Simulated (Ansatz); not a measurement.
GaAu:
```
CELL_PARAMETERS angstrom
      6.14639     0.00000     0.00000
      0.00000     3.65940     0.00000
      0.00000     0.00000     6.31236
ATOMIC_POSITIONS crystal
  Ga 0.67881 0.25000 0.07654
  Ga 0.32119 0.75000 0.92346
  Ga 0.82119 0.75000 0.57654
  Ga 0.17881 0.25000 0.42346
  Au 0.50525 0.25000 0.68806
  Au 0.49475 0.75000 0.31194
  Au 0.99475 0.75000 0.18806
  Au 0.00525 0.25000 0.81194
```

Relaxed with r²SCAN. Special points in fractions of this cell's reciprocal vectors: Γ (0.000, 0.000, 0.000); X (0.500, 0.000, 0.000); S (0.500, 0.500, 0.000); Y (0.000, 0.500, 0.000); Z (0.000, 0.000, 0.500); U (0.500, 0.000, 0.500); R (0.500, 0.500, 0.500); T (0.000, 0.500, 0.500).

Q: List the band energies nearest the Fermi level at these points for DFT-r²SCAN in the program Ansatz with PAW potentials.

A: In eV from the Fermi level; about four levels below and three above (degenerate sets whole), none deeper than 8.9 eV; points with the same levels are listed once.

| k | below | above |
|---|---|---|
| Γ | -3.20 -2.29 -1.12 -0.70 | 0.53 0.80 4.67 |
| X | -4.25 -4.25 -3.99 -3.99 | 0.08 0.08 2.50 2.50 |
| S | -1.95 -1.95 -1.95 -1.95 | 0.40 0.40 0.40 0.40 |
| Y | -1.85 -1.85 -0.98 -0.98 | 2.00 2.00 2.33 2.33 |
| Z | -3.11 -3.11 -0.34 -0.34 | 2.42 2.42 3.46 3.46 |
| U | -4.54 -4.54 -4.53 -4.53 -0.79 -0.79 | 0.57 0.57 2.30 2.30 |
| R | -3.69 -3.69 -3.69 -3.69 | 3.17 3.17 3.17 3.17 |
| T | -1.96 -1.96 -0.68 -0.68 | 1.13 1.13 2.23 2.23 |

Space group Pnma. The workflow started from a Materials Project entry (that database holds measured and hypothetical structures alike); the Crystallography Open Database files this formula in space group No. 62, but the cells were not matched. Whether it is the stable phase at ambient conditions was not checked. The r²SCAN relaxation kept the symmetry of its start; whether a distortion lowers the energy is not shown. Scalar-relativistic: spin–orbit coupling is off unless named, which matters more the heavier the elements.

Potentials: the later of the program's two PAW sets.
